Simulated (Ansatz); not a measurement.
CoSn (CoSn type, space group P6/mmm)

```xyz
6
Lattice="5.2937 0.0000 0.0000 -2.6469 4.5845 0.0000 0.0000 0.0000 4.2347" Properties=species:S:1:pos:R:3 pbc="T T T"
Co     2.6469     0.0000     0.0000
Co     1.3234     2.2923     0.0000
Co    -1.3234     2.2923     0.0000
Sn     0.0000     0.0000     0.0000
Sn     0.0000     3.0563     2.1174
Sn     2.6469     1.5282     2.1174
```

In this cell atom 1 (Co, nearest neighbour Sn at 2.611 Å; its periodic images, 4.2 Å or more away, move with it) is moved by s along Cartesian x, unit vector (1.000, 0.000, 0.000); all other atoms and the cell stay fixed.

The numbers are results of PBE (plane waves to 420 eV, PAW, scalar-relativistic; Ansatz, a quantum-chemistry and plane-wave program), not measurements. k mesh 8×8×9 (Γ-centred), Fermi-Dirac smearing 0.05 eV. The energy includes the smearing's −TS. Compression counts positive. Left out: 2 of 11 points, with atoms too close for the PAW data. With partly filled bands, energies and forces of such displacements shift with the k mesh and the smearing. F∥ is the force on the atom along that direction. CoSn is run without spin polarisation. CoSn was relaxed with its symmetry unable to fall. The PAW data are Ansatz's earlier set. ΔE is measured from the undisplaced structure.

| s (Å) | ΔE (eV/cell) | P (GPa) | F∥ (eV/Å) |
|---|---|---|---|
| -0.624 | 2.129 | 10.1 | [?] |
| -0.468 | [?] | 5.0 | 5.414 |
| -0.312 | [?] | 2.0 | 2.537 |
| -0.156 | 0.070 | 0.5 | 0.945 |
| 0.000 | 0.000 | 0.0 | 0.000 |
| 0.156 | 0.070 | 0.5 | -0.945 |
| 0.312 | [?] | 2.0 | -2.537 |
| 0.468 | [?] | 5.0 | -5.414 |
| 0.624 | 2.129 | 10.1 | [?] |

**Question.** Some entries are withheld; supply them.

**Answer.** 
- -0.624, F∥ (eV/Å): 10.445
- -0.468, ΔE (eV/cell): 0.927
- -0.312, ΔE (eV/cell): 0.329
- 0.312, ΔE (eV/cell): 0.329
- 0.468, ΔE (eV/cell): 0.927
- 0.624, F∥ (eV/Å): -10.445

(For displaced atoms, the force is minus the slope of the energy, and its curvature is a force constant, which sets phonon frequencies.)
